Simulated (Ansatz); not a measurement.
Cs₂RuC₂NCl₃O₅: gradients before and after relaxing the atoms

Start: a measured structure from the Crystallography Open Database (COD), taken as it stands.

Space group P-1 (No. 2); a = 6.8497, b = 7.2981, c = 12.7495 Å, α = 87.54°, β = 80.05°, γ = 67.76°.

```csv
site,Wyckoff,site symmetry,x,y,z
Cs1,2i,1,0.3170,0.8486,0.0868
Cs3,2i,1,0.5674,0.6685,0.6460
Ru,2i,1,0.1945,0.3058,0.7067
C7,2i,1,0.8814,0.5795,0.8588
C9,2i,1,0.0999,0.5800,0.8748
N,2i,1,0.1191,0.1713,0.6224
Cl13,2i,1,0.2535,0.0458,0.8282
Cl15,2i,1,0.5584,0.1771,0.6273
Cl17,2i,1,0.1244,0.5904,0.6000
O19,2i,1,0.0686,0.0775,0.5729
O21,2i,1,0.8945,0.4440,0.7921
O23,2i,1,0.2651,0.4592,0.8128
O25,2i,1,0.1070,0.6880,0.9428
O27,2i,1,0.7139,0.6972,0.9057
```

One atom of each set is listed.

Level of theory: DFT, PBE, plane waves and PAW, scalar-relativistic, 420 eV cutoff, Γ-centred 6×5×3 k-points, Fermi–Dirac smearing 0.05 eV (Ansatz 0.2.0).

The largest force at the start is 2.9 eV/Å. Relaxing the ions at fixed cell moves them by 0.112 Å at most (atom 20, O) and 0.049 Å rms.

| site | moved (Å) | first shell before | first shell after | V_zz before (10²¹ V/m²) | η before |
| --- | --- | --- | --- | --- | --- |
| Cs1 | 0.051 | 6 O at 3.03–3.58 Å, 4 Cl at 3.57–3.87 Å; also 5 C at 3.85–4.17 Å, 1 O at 4.06 Å, 1 Cs at 4.23 Å | 6 O at 3.03–3.50 Å, 4 Cl at 3.57–3.84 Å; also 1 Cs at 4.26 Å | -4.83 | 0.19 |
| Cs3 | 0.055 | 4 O at 3.09–3.82 Å, 7 Cl at 3.44–3.76 Å; also 2 C at 3.64–4.17 Å, 2 O at 4.25–4.39 Å | 4 O at 3.11–3.76 Å, 7 Cl at 3.44–3.72 Å; also 2 C at 3.67–4.21 Å, 1 O at 4.31 Å | 3.10 | 0.75 |
| Ru | 0.019 | 1 N at 1.75 Å, 2 O at 2.02–2.04 Å; also 3 Cl at 2.35–2.37 Å | 1 N at 1.73 Å, 2 O at 2.03–2.07 Å; also 3 Cl at 2.37–2.39 Å | 5.78 | 0.31 |
| C7 | 0.023 | 2 O at 1.21–1.30 Å, 1 C at 1.55 Å | 2 O at 1.23–1.30 Å, 1 C at 1.55 Å | 3.00 | 0.70 |
| C9 | 0.039 | 2 O at 1.22–1.30 Å, 1 C at 1.55 Å | 2 O at 1.22–1.31 Å, 1 C at 1.55 Å | 2.99 | 0.69 |
| N | 0.024 | 1 O at 1.13 Å, 1 Ru at 1.75 Å, angle 176° | 1 O at 1.16 Å, 1 Ru at 1.73 Å, angle 173° | -2.52 | 0.10 |
| Cl13 | 0.041 | 1 Ru at 2.35 Å; also 1 N at 2.93 Å | 1 Ru at 2.38 Å; also 1 N at 2.93 Å | 20.6 | 0.08 |
| Cl15 | 0.039 | 1 Ru at 2.36 Å | 1 Ru at 2.37 Å | 18.99 | 0.11 |
| Cl17 | 0.031 | 1 Ru at 2.37 Å | 1 Ru at 2.39 Å | 18.99 | 0.00 |
| O19 | 0.112 | 1 N at 1.13 Å | 1 N at 1.16 Å | 6.84 | 0.07 |
| O25 | 0.067 | 1 C at 1.22 Å | 1 C at 1.22 Å | -14.10 | 0.01 |

Question: What are V_zz and η after the relaxation?

Answer: 

| site | V_zz after | η after | change of V_zz |
| --- | --- | --- | --- |
| Cs1 | -4.80 | 0.28 | +0.03 |
| Cs3 | 3.17 | 0.66 | +0.07 |
| Ru | 4.92 | 0.27 | -0.86 |
| C7 | 2.93 | 0.69 | -0.07 |
| C9 | 2.92 | 0.71 | -0.07 |
| N | -1.96 | 0.16 | +0.56 |
| Cl13 | 21.2 | 0.07 | +0.57 |
| Cl15 | 19.57 | 0.11 | +0.58 |
| Cl17 | 19.48 | 0.01 | +0.49 |
| O19 | 8.57 | 0.07 | +1.73 |
| O25 | -14.24 | 0.02 | -0.14 |

The largest change of V_zz is on O19, from 6.84 to 8.57. In per cent, |V_zz| changes by -1 to +2 on Cs, -15 on Ru, -2 on C, -22 on N, +3 on Cl, +1 to +25 on O (all sites that start above 0.5). The table leaves out 3 of the 14 sites, with |V_zz| up to 13.76; their tensors move by 0.61 at most along any direction. The statements above cover all sites.

Without spin–orbit coupling (the program notes it for Cs and Ru) the gradients are little affected as a rule: paired runs on crystals with a gap mostly move them by under 2 % at such atoms. With these PAW files V_zz is typically within 2 to 3 % of all-electron values, but misses above 10 % occur on Ru.
